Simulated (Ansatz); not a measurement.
Crystals of one structure type (rock salt) and one family of elements, relaxed and computed with plane-wave PAW LDA (Ansatz code).

| crystal | V (Å³/atom) | K_Hill (GPa) |
|---|---|---|
| LiF | 7.47 | 86.9 |
| NaF | 11.41 | ? |
| KF | 17.20 | 43.7 |
| KCl | 28.04 | 24.3 |
| KBr | 32.33 | 20.3 |
| RbBr | 37.05 | 18.4 |
| KI | 39.61 | 16.0 |

Fit a straight line to ln K against ln V and predict the withheld value.

Least squares on the 6 shown rows: ln K = -1.01 × ln V + (6.546), with a scatter of 5 %. For NaF this gives 59.6. The run itself gave 61.0, within the scatter.

All cells were relaxed under the symmetry of their starts (and spin orders); stability against distortions was not tested throughout. Scalar-relativistic: spin–orbit coupling is off unless named, which matters more the heavier the elements.

Potentials: the later of the program's two PAW sets.
